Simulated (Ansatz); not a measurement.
**What is wrong with this input? (Ta₄O)**

Someone meant to compute Ta₄O with PBEsol, plane waves and PAW in Ansatz and wrote this input. Its settings were carried over from an input for a code that works in rydberg.

```yaml
crystal:
  lattice:
    - [3.257497, 0.0, 0.0]
    - [0.0, 3.257497, 0.0]
    - [0.0, 0.0, 7.409341]
  atoms:
    - { symbol: Ta, position: [0.0, 0.0, 0.5] }
    - { symbol: Ta, position: [0.5, 0.5, 0.783158] }
    - { symbol: Ta, position: [0.5, 0.5, 0.216842] }
    - { symbol: Ta, position: [0.0, 0.0, 0.0] }
    - { symbol: O, position: [0.5, 0.5, 0.5] }
basis:
  ecutwfc: 50
kpoints:
  mp_grid: { grid: [12, 12, 6] }
hamiltonian:
  xc: pbesol
scf:
  occupations: { method: gaussian, width: 0.1 }
  max_iter: 84
output:
  forces: true
  stress: true
  eigenvalues: true
```

Command:

```bash
ansatz run input.yaml --threads 1 --pin off --max-ram 2560MiB --backend cpu --events-out ev --progress --plain --runs-dir out
```

The program printed (HF is the Harris–Foulkes energy, dr2 the density residual in eV):

```text
Pseudopotential: O, paw, valence charge 6, recommended cutoff 420 eV (normal)
Crystal: 5 atoms, lattice volume = 78.623 Å³
Basis set: ecut = 50 eV, 57 PW (Γ), exchange–correlation on 16×16×36 points (8 copies of the dense FFT grid, shifted against one another)
Bands: 35, of which v1, the nominal top of the filled ones, is band 29 counted from 1 (28 counted from 0)
Symmetry: 16 space group operations
Space group: P4/mmm (ITA 123), of the structure as read, at distance tolerance 4.3e-5 Å
k-points: 112 of 864
PAW frozen core: Ta, regenerated for the run's functional, and the local potential with it (the file was generated under x = pbe(κ = 0.804, μ = 0.2195), c = pbe(β = 0.0667))
PAW frozen core: O, regenerated for the run's functional, and the local potential with it (the file was generated under x = pbe(κ = 0.804, μ = 0.2195), c = pbe(β = 0.0667))
Initial density: superposition of atomic densities, corrected by the library's trained network
SCF iter   1: HF=-39190.995213 eV  Δρ=7.11e-1  dr2=3.75e2
SCF iter   2: HF=-39036.066725 eV  Δρ=4.84e-1  dr2=1.80e2
SCF iter   3: HF=-38894.664945 eV  Δρ=5.22e-2  dr2=2.44e0
SCF iter   4: HF=-38893.083342 eV  Δρ=1.07e-2  dr2=6.85e-2
   ...
SCF iter  10: HF=-38893.273415 eV  Δρ=1.93e-5  dr2=6.26e-7
SCF iter  11: HF=-38893.273415 eV  Δρ=9.45e-6  dr2=1.13e-7
SCF iter  12: F=-38893.273415 eV  HF=-38893.273415 eV  Δρ=9.17e-7  dr2=9.13e-10
the search or the solves at the SCF's close seem to have found levels that the self-consistency loop had missed (the run counts 2). By its estimate they hold under 1e-12 electrons; where the run keeps them, the occupations were computed again with them
SCF 1 converged in 12 iterations: F = -38893.273415 eV  dr2 = 9.13e-10
SCF converged after 12 iterations
Free energy (F): -38893.273415 eV
E sigma→0 (E₀):  -38893.267050 eV
Entropy (-TS):   -0.012731 eV (-2.546 meV/atom)
Fermi energy:    24.901287 eV
--- Forces (eV/Å), atoms counted from 1 ---
  atom   1  Ta    -0.00000000     0.00000000     0.00000000
  atom   2  Ta    -0.00000000     0.00000000    11.65371215
  atom   3  Ta     0.00000000     0.00000000   -11.65371215
  atom   4  Ta     0.00000000    -0.00000000     0.00000000
  atom   5  O      0.00000000     0.00000000     0.00000000
--- Stress (GPa, compression-positive) ---
    -1975.959048       0.000000       0.000000
        0.000000   -1975.959048       0.000000
        0.000000       0.000000   -1911.036639
  P = ⅓ Tr σ = -1954.3182 GPa (-19543.182 kbar)
```

Problem. The run converged, but its numbers aren't those of the intended crystal and state. Why?

Solution. The fault is a cutoff meant in rydberg typed as eV. A bare number is read in eV; 1 Ry is 13.606 eV. The cure is a cutoff in eV, here the recommended one.

Mended input, as a difference (which also takes the iteration limit of the reference run):

```diff
 basis:
-  ecutwfc: 50
+  ecutwfc: 420
 scf:
-  max_iter: 84
```

Result of the mended run: no gap, a largest force of 0.094 eV/Å. The faulty run's energy lay 179 eV per atom higher.

The mended run took 23 s on 1 thread of Arm Neoverse V1, with other jobs on the host, peak memory 0.46 GiB.